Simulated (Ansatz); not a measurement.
A geometry of Sr4As2O away from equilibrium: the start of the relaxation of a relaxed Sr4As2O cell shaken by Gaussian noise of σ = 0.08 Å a coordinate. Method: PBE (plane waves to 420 eV, PAW, scalar-relativistic; Ansatz, a quantum-chemistry and plane-wave program). Γ-centred k-mesh 4×4×5 on the run's cell (coarser than for final values), Fermi–Dirac smearing 0.05 eV.

```xyz
7
Lattice="-3.0719 3.0719 7.4302 3.0719 -3.0719 7.4302 3.0719 3.0719 -7.4302" Properties=species:S:1:pos:R:3 pbc="T T T"
As     0.1607     0.0811     7.5043
As     0.0147     3.1027     3.8623
O     -0.0766    -0.0272     0.0565
Sr     1.0573     1.4174     1.4013
Sr     1.8294     1.5794     8.9581
Sr    -1.7800     1.8756     5.8959
Sr     4.7350     1.2748    -1.5288
```

Problem. What forces act on the atoms (eV/Å)?

Solution. 
| atom | Fx | Fy | Fz |
|---|---|---|---|
| As1 | -1.47 | -0.74 | -0.75 |
| As2 | -0.10 | -0.19 | -0.60 |
| O3 | 0.00 | -0.06 | -0.56 |
| Sr4 | 0.52 | 0.56 | 0.73 |
| Sr5 | 0.70 | 0.94 | 1.18 |
| Sr6 | 0.28 | -0.44 | 0.05 |
| Sr7 | 0.06 | -0.06 | -0.05 |

Problem. What is the pressure?

Solution. +1.1 GPa, compression positive.

No spin polarisation in the result.

The end of the path is a generated cell of Sr4As2O: the first start was made by placing the elements on the sites of a structure type, and the end was not matched to a known phase here, so it may be hypothetical.
